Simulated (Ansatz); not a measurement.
**Mo: two-dimensional strain map**

Computed with Ansatz, DFT LDA, scalar-relativistic, plane waves, PAW. Settings: plane waves to 420 eV, k-mesh 18×18×18 (Γ-centred), Gaussian smearing 0.15 eV. No spin polarisation. Energies are free energies at this smearing, counted from the undisturbed cell; pressure is positive in compression.

Zero of the scan (as given, not relaxed at this level; it stands at -8.0 GPa; this form isn't the usual structure):

```
Mo
1.0
     2.73551    0.00000    0.00000
    -1.36776    2.36902    0.00000
     0.00000    0.00000    2.55518
Mo
1
Cartesian
  0.0000 0.0000 1.2776
```

The cell is strained by p along both x and y and by q along z, fractional coordinates fixed. Points are written (p, q). At -8 GPa the given cell is far from its own equilibrium, so these figures belong to a strongly strained crystal.

Energy above the undisturbed cell in meV/atom (a dash: not computed):

```
 p \ q  -0.030  -0.015  0.000  0.015  0.030
-0.030    22.1    15.9   20.3   34.9   58.3
-0.015   -14.5   -14.3   -4.2      ?      ?
 0.000   -22.2   -15.8    0.0      ?   56.8
 0.015    -5.1     7.5   28.8   58.2   95.0
 0.030    32.9    51.8      ?  113.3  154.4
```

(1) Fill in the withheld energies.

Results:

(1) (-0.015, 0.015): 15.3; (-0.015, 0.030): 43.4; (0.000, 0.015): 24.4; (0.030, 0.000): 78.8.

Cost: 25 runs of about 3.5 core-minutes in all, on Intel Xeon Processor @ 2.50GHz (Skylake/Cascade Lake) (shared hosts).